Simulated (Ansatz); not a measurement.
Band table of ZnPt

```yaml
crystal:
  lattice:
    - [2.59018, 0.00000, 0.00000]
    - [0.00000, 2.59018, 0.00000]
    - [0.00000, 0.00000, 3.17502]
  atoms:
    - { symbol: Zn, position: [0.50000, 0.50000, 0.50000] }
    - { symbol: Pt, position: [0.00000, 0.00000, 0.00000] }
```

The base volume is that of a database entry, so it needn't be at zero pressure; the structure needn't be the stable phase, at rest or compressed.

Computed with Ansatz 0.2.0; functional PBEsol, scalar-relativistic. Settings: a Γ-centred 13×13×10 k mesh, Fermi–Dirac smearing of 0.05 eV, no spin polarisation. Methods: LAPW: all electrons, basis error target 1 meV/atom.

This run: volume at 0.75 of the series' base cell.

Spin–orbit coupling is left out, which matters for the heavy atoms.

Path points, in fractions of the reciprocal vectors: Γ (0.000, 0.000, 0.000), X (0.000, 0.500, 0.000), M (0.500, 0.500, 0.000), Z (0.000, 0.000, 0.500), R (0.000, 0.500, 0.500), A (0.500, 0.500, 0.500). Levels in eV from the Fermi level; bands 24 to 39, counted from the lowest band of the run. The gap is zero, the pressure 109.4 GPa.

```
# k(1/Å) point b24 b25 b26 b27 b28 b29 b30 b31 b32 b33 b34 b35 b36 b37 b38 b39
0.000 Γ -13.77 -10.28 -10.02 -8.33 -8.33 -7.78 -6.47 -5.29 -1.93 -1.93 -1.18 2.12 9.27 9.27 12.40 17.41
0.202 - -13.57 -10.19 -9.93 -8.35 -8.30 -7.80 -6.40 -5.28 -2.55 -1.96 -1.44 2.89 8.13 9.68 12.41 17.32
0.404 - -12.99 -9.94 -9.66 -8.40 -8.22 -7.87 -6.25 -5.18 -3.72 -2.09 -2.02 4.51 5.96 10.80 12.14 16.36
0.606 - -12.10 -9.62 -9.28 -8.47 -8.11 -7.95 -6.23 -4.87 -4.85 -2.85 -2.12 3.87 6.39 11.54 12.37 15.47
0.809 - -11.03 -9.27 -8.91 -8.52 -8.03 -7.99 -6.40 -5.76 -4.57 -3.51 -2.22 2.43 8.36 10.75 14.22 15.03
1.011 - -9.96 -9.03 -8.67 -8.53 -8.09 -7.91 -6.60 -6.35 -4.72 -3.95 -2.29 1.97 10.05 10.28 15.12 15.66
1.213 X -9.33 -9.06 -8.59 -8.53 -8.11 -7.87 -6.67 -6.56 -4.96 -4.11 -2.32 2.00 9.75 11.40 14.54 15.74
1.415 - -9.30 -8.98 -8.70 -8.61 -8.17 -8.04 -6.34 -6.18 -5.39 -3.60 -2.42 1.99 9.93 11.81 14.19 14.34
1.617 - -9.44 -9.17 -8.83 -8.68 -8.59 -7.43 -5.88 -5.58 -5.45 -2.88 -2.64 1.94 10.41 12.12 12.94 13.25
1.819 - -9.72 -9.69 -9.14 -9.12 -8.16 -6.25 -6.16 -4.66 -4.57 -2.88 -2.27 1.80 10.08 10.87 12.00 12.03
2.021 - -10.19 -9.97 -9.46 -9.44 -7.69 -6.25 -4.88 -3.95 -3.37 -3.08 -1.83 1.49 8.54 9.87 10.87 12.16
2.224 - -10.54 -10.13 -9.67 -9.66 -7.36 -6.23 -3.78 -3.43 -3.19 -2.13 -1.56 0.97 7.68 8.81 10.02 12.74
2.426 M -10.67 -10.18 -9.74 -9.74 -7.24 -6.20 -3.34 -3.23 -3.23 -1.48 -1.48 0.60 7.44 8.42 9.72 12.98
2.712 - -10.44 -10.07 -9.64 -9.54 -7.45 -6.31 -4.14 -3.57 -3.18 -2.27 -2.07 1.37 7.44 9.47 10.27 13.26
2.998 - -10.19 -9.67 -9.37 -9.00 -7.99 -7.07 -5.08 -4.29 -3.63 -3.24 -3.03 2.87 7.15 10.74 11.30 14.91
3.283 - -10.85 -9.36 -9.01 -8.68 -8.35 -7.95 -4.89 -4.88 -4.76 -4.04 -2.76 4.71 7.15 8.94 11.82 18.22
3.569 - -12.26 -9.64 -9.35 -8.66 -8.11 -7.96 -5.79 -5.13 -4.29 -3.02 -2.41 6.16 6.70 7.59 12.15 19.11
3.855 - -13.37 -10.09 -9.84 -8.41 -8.24 -7.83 -6.31 -5.27 -2.93 -2.07 -1.71 3.52 8.47 8.54 12.44 17.92
4.141 Γ -13.77 -10.28 -10.02 -8.33 -8.33 -7.78 -6.47 -5.29 -1.93 -1.93 -1.18 2.12 9.27 9.27 12.40 17.41
4.306 - -13.63 -10.23 -9.98 -8.31 -8.31 -7.77 -6.53 -5.34 -2.06 -2.06 -1.19 1.64 9.56 9.56 13.03 16.05
4.471 - -13.24 -10.08 -9.84 -8.26 -8.26 -7.75 -6.70 -5.51 -2.41 -2.41 -1.22 0.49 10.38 10.38 14.51 14.92
4.636 - -12.62 -9.88 -9.64 -8.18 -8.18 -7.72 -6.96 -5.83 -2.85 -2.85 -1.27 -0.79 11.62 11.62 14.04 15.73
4.801 - -11.83 -9.70 -9.38 -8.09 -8.09 -7.69 -7.26 -6.32 -3.26 -3.26 -1.87 -1.32 13.14 13.14 13.41 15.62
4.966 - -10.99 -9.67 -9.13 -8.02 -8.02 -7.67 -7.55 -6.88 -3.55 -3.55 -2.55 -1.35 13.03 14.81 14.81 15.12
5.131 Z -10.48 -9.81 -9.01 -8.00 -8.00 -7.68 -7.66 -7.15 -3.66 -3.66 -2.77 -1.37 12.91 14.91 16.20 16.20
5.333 - -10.33 -9.76 -8.99 -8.13 -8.03 -7.74 -7.34 -7.27 -3.57 -3.53 -2.69 -1.50 12.43 14.52 14.58 16.64
5.535 - -10.07 -9.76 -8.82 -8.12 -7.95 -7.94 -7.50 -6.75 -3.39 -3.21 -2.47 -1.83 11.02 12.01 14.42 16.80
5.737 - -10.02 -9.98 -8.39 -8.25 -8.19 -7.65 -7.21 -5.94 -3.25 -2.80 -2.23 -2.15 9.32 9.53 14.67 16.48
5.939 - -10.29 -10.11 -8.40 -8.39 -8.04 -7.45 -6.44 -4.70 -3.24 -2.58 -2.40 -1.81 7.34 7.83 15.03 16.08
6.141 - -10.54 -10.20 -8.55 -8.50 -7.98 -6.94 -5.97 -3.36 -3.29 -2.80 -2.12 -1.55 5.64 6.82 15.38 15.74
6.343 R -10.63 -10.24 -8.60 -8.54 -7.98 -6.69 -5.82 -3.44 -2.87 -2.58 -2.02 -1.48 4.93 6.46 15.53 15.60
6.546 - -10.51 -10.09 -8.63 -8.57 -7.96 -6.69 -5.61 -4.33 -4.23 -1.48 -1.13 -1.01 4.94 6.34 14.52 15.43
6.748 - -10.14 -9.71 -8.73 -8.65 -7.90 -6.70 -5.73 -5.34 -4.94 -1.45 0.28 0.76 4.99 5.96 12.56 14.84
6.950 - -9.57 -9.29 -8.84 -8.75 -7.82 -6.90 -6.73 -6.34 -3.79 -1.39 1.82 2.51 5.09 5.33 10.81 13.49
7.152 - -8.95 -8.94 -8.88 -8.83 -7.80 -7.74 -7.11 -6.83 -2.43 -1.10 3.44 4.16 4.51 5.28 9.62 11.68
7.354 - -9.00 -8.85 -8.74 -8.39 -8.19 -7.69 -7.61 -7.03 -1.83 -0.05 3.78 5.06 5.49 5.66 8.96 9.84
7.556 A -9.02 -8.78 -8.67 -8.67 -7.79 -7.79 -7.67 -7.24 -1.75 0.63 3.49 6.05 6.06 6.06 8.76 8.76
7.842 - -8.99 -8.91 -8.66 -8.27 -8.12 -7.96 -7.70 -6.77 -1.90 -0.56 3.59 3.82 4.74 7.48 8.93 10.74
8.128 - -9.02 -8.96 -8.64 -8.50 -8.27 -7.77 -7.52 -6.01 -2.59 -2.49 0.69 2.00 6.15 9.42 10.18 11.32
8.414 - -9.14 -9.06 -8.76 -8.59 -8.46 -7.71 -7.12 -5.18 -4.48 -3.26 -0.86 0.02 8.64 10.18 11.44 12.91
8.700 - -9.50 -9.39 -8.91 -8.49 -8.25 -7.66 -7.55 -6.00 -4.42 -2.89 -1.70 -1.61 11.15 11.34 12.30 15.00
8.986 - -10.16 -9.69 -8.99 -8.28 -7.97 -7.84 -7.33 -7.09 -3.86 -3.06 -2.65 -1.60 12.25 13.73 14.25 15.99
9.272 Z -10.48 -9.81 -9.01 -8.00 -8.00 -7.68 -7.66 -7.15 -3.66 -3.66 -2.77 -1.37 12.91 14.91 16.20 16.20
```
